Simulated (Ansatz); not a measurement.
Total density of states per atom from r²SCAN in the plane-wave PAW code Ansatz, in 0.25 eV bins, energy from the valence-band maximum:

(E (eV), states/eV/atom): (-7.85, 0.00); (-7.60, 0.00); (-7.35, 0.00); (-7.10, 0.00); (-6.85, 0.00); (-6.60, 0.00); (-6.35, 0.00); (-6.10, 0.00); (-5.85, 0.00); (-5.60, 0.02); (-5.35, 0.10); (-5.10, 0.19); (-4.85, 0.27); (-4.60, 0.48); (-4.35, 1.04); (-4.10, 1.10); (-3.85, 0.76); (-3.60, 1.17); (-3.35, 0.57); (-3.10, 0.93); (-2.85, 0.61); (-2.60, 0.54); (-2.35, 0.32); (-2.10, 0.56); (-1.85, 0.80); (-1.60, 0.85); (-1.35, 0.92); (-1.10, 1.11); (-0.85, 0.98); (-0.60, 0.91); (-0.35, 1.18); (-0.10, 0.61); (0.15, 0.00); (0.40, 0.00); (0.65, 0.00); (0.90, 0.00); (1.15, 0.00); (1.40, 0.00); (1.65, 0.00); (1.90, 0.00); (2.15, 0.00); (2.40, 0.00); (2.65, 0.00); (2.90, 0.00); (3.15, 0.00); (3.40, 0.00); (3.65, 0.00); (3.90, 0.00); (4.15, 0.00); (4.40, 0.00); (4.65, 0.00); (4.90, 0.00); (5.15, 0.00); (5.40, 0.04); (5.65, 0.39); (5.90, 1.00); (6.15, 1.31); (6.40, 1.87); (6.65, 0.71); (6.90, 0.00); (7.15, 0.00); (7.40, 0.01); (7.65, 0.02); (7.90, 0.85); (8.15, 0.82); (8.40, 0.71); (8.65, 0.61); (8.90, 0.38); (9.15, 0.37); (9.40, 0.50); (9.65, 0.85); (9.90, 0.85); (10.15, 0.72)

**Question.** Which of these materials gives this?
A. HfO2, P4_2/nmc (Hf on 2a, O on 4d)
B. HfN, Pm-3m (Hf on 3c, N on 3d)
C. MgInGaO4, R3m (Pearson symbol hR7)
D. Zn3GaNO3, P3m1 (Pearson symbol hP8)

**Answer.** A, HfO2, P4_2/nmc (Hf on 2a, O on 4d). Top 1 eV of the valence band: O 2p 91 %, Hf 5d 6 %. Bottom 1 eV of the conduction band: Hf 5d 86 %, O 2p 9 %. Projections are on Löwdin-orthogonalised atomic valence shells; empty p or d shells of many metals are not among them.

This is a known high-temperature phase of the composition, computed here at zero pressure and temperature. Symmetry was held in the r²SCAN relaxation; whether a distortion lowers the energy is not shown. The run is not spin-polarised. Scalar-relativistic: spin–orbit coupling is off unless named, which matters more the heavier the elements.

Potentials: the earlier of the program's two PAW sets. The files were generated under PBE; for other functionals the program regenerates the frozen cores, and for LDA and PBEsol the local potential too.
